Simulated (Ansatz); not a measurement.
A generated cell, not matched to a known phase here, of TaRu: P2/m (No. 10), mP8; a = 4.5325 Å, b = 3.0472 Å, c = 9.0004 Å, α = γ = 90.00°, β = 94.34°; Ru 2n (0.266, 0.500, 0.621); Ru 2n (0.207, 0.500, 0.140); Ta 2m (0.233, 0.000, 0.374); Ta 2m (0.713, 0.000, 0.114). Level of theory: PBEsol (plane waves to 420 eV, PAW, scalar-relativistic; Ansatz, a quantum-chemistry and plane-wave program). Element references, the lowest calculated here: Ru (P6₃/mmc), Ta (Im-3m).

### Question
What formation energy of this P2/m form of TaRu from the elements does PBEsol give?

### Answer
-0.32 eV/atom.

A lower structure of this composition may exist.

Static energies, no anion corrections, no zero-point energy. Values are rounded to 0.01 eV/atom. Not shown to be the ambient phase of their composition (a lower form may be missing, and a cell relaxed within its start's symmetry can be a saddle point): TaRu (P2/m). Spin-orbit coupling is missing from these energies, which matters for elements this heavy. The compounds carry no spin polarisation.
